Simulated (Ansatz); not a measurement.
NaH (rock salt)

```
CELL_PARAMETERS angstrom
      0.00000     2.39576     2.39576
      2.39576     0.00000     2.39576
      2.39576     2.39576     0.00000
ATOMIC_POSITIONS crystal
  Na 0.00000 0.00000 0.00000
  H  0.50000 0.50000 0.50000
```

The slice is a {110} plane (indices of the conventional cell) through the point (0.000, 0.000, 0.000) (fractional), spanned by u = [100] and v = [1 -1 -1] in vectors of this cell: u (3.39 Å) and v (4.79 Å, at 90° to u). It covers one period; positions are fractions (u, v).

Calculation: PBEsol (plane waves to 420 eV, PAW, scalar-relativistic; Ansatz, a program for electronic structure). k mesh 12×12×12. Near the nuclei the fields are pseudised (PAW); where an atom keeps semicore shells as valence, they peak there. NaH was relaxed with its symmetry unable to fall.

Three fields on this plane, each scaled to ten steps between its own extremes (0 low, 9 high; the total valence density on a logarithmic scale, the potential cut 8 eV below its top; x marks points blanked near nuclei; v = 0 in the bottom row):

Map A
```
|xxxxx47874xxxx|
|xxxx1578751xxx|
|xxx046888640xx|
|xx14678887641x|
|55677888887765|
|xx89988888998x|
|xxx999888999xx|
|xxxx9988899xxx|
|xxxxx98889xxxx|
|xxxxx98889xxxx|
|xxxxx98889xxxx|
|xxxx9988899xxx|
|xxx999888999xx|
|xx89988888998x|
|55677888887765|
|xx14678887641x|
|xxx046888640xx|
|xxxx1578751xxx|
|xxxxx47874xxxx|
|xxxxx47774xxxx|
```

Map B
```
|xxxxx32223xxxx|
|xxxx6211126xxx|
|xxx831111138xx|
|xx74100000257x|
|88642100012468|
|xx96420002469x|
|xxx963111369xx|
|xxxx8532358xxx|
|xxxxx63236xxxx|
|xxxxx64246xxxx|
|xxxxx63236xxxx|
|xxxx8532358xxx|
|xxx963111369xx|
|xx96420002469x|
|88642100012468|
|xx75200000147x|
|xxx831111138xx|
|xxxx6211126xxx|
|xxxxx32223xxxx|
|xxxxx42224xxxx|
```

Map C
```
|xxxxx00000xxxx|
|xxxx0000000xxx|
|xxx000000000xx|
|xx00000000000x|
|00000000000000|
|xx75310001357x|
|xxx972000279xx|
|xxxx9410149xxx|
|xxxxx51015xxxx|
|xxxxx51015xxxx|
|xxxxx51015xxxx|
|xxxx9410149xxx|
|xxx972000279xx|
|xx75310001357x|
|00000000000000|
|xx00000000000x|
|xxx000000000xx|
|xxxx0000000xxx|
|xxxxx00000xxxx|
|xxxxx00000xxxx|
```

Assign the maps to these fields: electron localisation function (ELF); valence electron density; electrostatic potential energy of an electron, from the cell's mean.

A is the electrostatic potential energy of an electron, from the cell's mean; B is the valence electron density; C is the electron localisation function (ELF).
